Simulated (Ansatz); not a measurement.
Task: Name crystals whose computed values (the program Ansatz at the r²SCAN level (PAW)) fall in these windows: Θ_D (K) 470 to 670; highest Γ mode, no LO–TO term (cm⁻¹) 580 to 680; B₀ by P(V) fit (GPa) 160 to 210.

Result: 

```
crystal                                                Θ_D (K)  highest Γ mode, no LO–TO term (cm⁻¹)  B₀ by P(V) fit (GPa)
-----------------------------------------------------  -------  ------------------------------------  --------------------
Nb2AlC, P6_3/mmc (Al on 2d, Nb on 4f, C on 2a)             585                                   631                   182
Nb2GaC, P6_3/mmc (Nb on 4f, Ga on 2d, C on 2a)             516                                   631                   185
Ti2GeC, P6_3/mmc (Ti on 4f, Ge on 2d, C on 2a)             632                                   627                   166
MgZn2O3, P-3m1 (Mg on 1a, Zn on 2d, O on 2d, O on 1b)      599                                   584                   183
```
Others may fit too.

Standing as an ambient phase not checked: Nb2AlC, P6_3/mmc (Al on 2d, Nb on 4f, C on 2a); Nb2GaC, P6_3/mmc (Nb on 4f, Ga on 2d, C on 2a); Ti2GeC, P6_3/mmc (Ti on 4f, Ge on 2d, C on 2a); MgZn2O3, P-3m1 (Mg on 1a, Zn on 2d, O on 2d, O on 1b). Perhaps ordered models of mixed-site phases: MgZn2O3, P-3m1 (Mg on 1a, Zn on 2d, O on 2d, O on 1b). All cells were relaxed under the symmetry of their starts (and spin orders); stability against distortions was not tested throughout. Rows with no word on spin ran without spin polarisation. Spin–orbit coupling is left out wherever it is not named.

Potentials: the later of the program's two PAW sets.
